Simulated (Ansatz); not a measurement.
# FePt: does the functional change the magnetic order?

```
CELL_PARAMETERS angstrom
5.44700 0.00000 0.00000
0.00000 2.72350 0.00000
0.00000 0.00000 3.72000
ATOMIC_POSITIONS crystal
Fe 0.00000 0.00000 0.00000
Pt 0.25000 0.50000 0.50000
Fe 0.50000 0.00000 0.00000
Pt 0.75000 0.50000 0.50000
```

The same starts (parallel, antiparallel patterns that fit this cell, and no moments) were run with plane-wave PAW DFT (Ansatz 0.2.0; atoms fixed, collinear spin, no spin-orbit coupling; 5×9×6 Γ-centred mesh, fermi-dirac occupations of width 0.050 eV) at these levels: PBE, 420 eV; r2SCAN, 500 eV.

Question: Which order does each level favour, and how strongly?

Answer: The runs give, at zero smearing:

```json
{"level": "PBE", "lowest state": "parallel moments", "mean moment on Fe (μB)": "2.98", "parallel less best compensated antiparallel (meV per Fe)": "-26", "gain over no moments (meV per Fe)": "743"}
{"level": "r2SCAN", "lowest state": "parallel moments", "mean moment on Fe (μB)": "3.25", "parallel less best compensated antiparallel (meV per Fe)": "-63", "gain over no moments (meV per Fe)": "1633"}
```

Site moments are taken in small spheres that don't touch (radius about 0.4 of the atom's shortest bond), so those of the magnetic atoms read low. Both levels favour parallel moments: the difference runs from -63 to -26 meV per Fe. The moment grows from 2.98 μB under PBE to 3.25 μB under r2SCAN.

The cell is that of a Crystallography Open Database entry, unchanged but doubled along one cell vector so that moments can oppose.

Caveats: only orders that fit this cell were tried, so the true order may need a larger cell or canted moments; atoms and cell are held at the entry's values; differences under about 5 meV per magnetic atom weren't tested against a denser mesh or another U, and are taken as unresolved; r2SCAN overestimates the moments and magnetic energies of itinerant metals; the state without moments isn't the paramagnet, so the last column is no ordering energy, and a U inflates it.
